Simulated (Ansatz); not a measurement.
SiBi2O5:
```cif
data_Bi4O10Si2
_chemical_formula_sum 'Si2 Bi4 O10'
_space_group_name_H-M_alt 'P 1'
_space_group_IT_number 1
_cell_length_a 8.06521
_cell_length_b 8.06521
_cell_length_c 5.32729
_cell_angle_alpha 90.000
_cell_angle_beta 90.000
_cell_angle_gamma 39.726
loop_
_space_group_symop_operation_xyz
  'x, y, z'
loop_
_atom_site_label
_atom_site_type_symbol
_atom_site_fract_x
_atom_site_fract_y
_atom_site_fract_z
_atom_site_occupancy
Si1 Si 0.67884 0.32116 0.80047 1
Si2 Si 0.32116 0.67884 0.30047 1
Bi1 Bi 0.61369 0.05558 0.24478 1
Bi2 Bi 0.38631 0.94442 0.74478 1
Bi3 Bi 0.94442 0.38631 0.24478 1
Bi4 Bi 0.05558 0.61369 0.74478 1
O1 O 0.25960 0.24136 0.01511 1
O2 O 0.74040 0.75864 0.51511 1
O3 O 0.75864 0.74040 0.01511 1
O4 O 0.24136 0.25960 0.51511 1
O5 O 0.73423 0.08197 0.82455 1
O6 O 0.26577 0.91803 0.32455 1
O7 O 0.91803 0.26577 0.82455 1
O8 O 0.08197 0.73423 0.32455 1
O9 O 0.46956 0.53044 0.02861 1
O10 O 0.53044 0.46956 0.52861 1
```

Relaxed with PBEsol. Plane-wave PAW PBEsol (Ansatz code) gives a gap of 2.70 eV.

**Question.** What gap does HSE06 give on the same cell (Ansatz, PAW)?

**Answer.** 4.00 eV, 1.29 eV more. The hybrid was solved on a coarser mesh and at special points; its gap is the smallest among all of these.

Cost on shared cores: the PBEsol run (SCF on a 6×6×5 mesh, then bands and DOS) about 6 core-minutes (a rough figure), the HSE06 run (SCF on 3×3×3, then a few points) very roughly 2.9 core-minutes; the tasks are unlike.

Space group Cmc2_1. The first step of the workflow began from a Materials Project structure, measured or hypothetical; the Crystallography Open Database copy checked does not list it. Whether it is the stable phase at ambient conditions was not checked. The cell was relaxed with PBEsol under the symmetry of its start; of distortions, only those at the zone centre were tested. Scalar-relativistic: spin–orbit coupling is off unless named, which matters more the heavier the elements.

Potentials: the later of the program's two PAW sets.
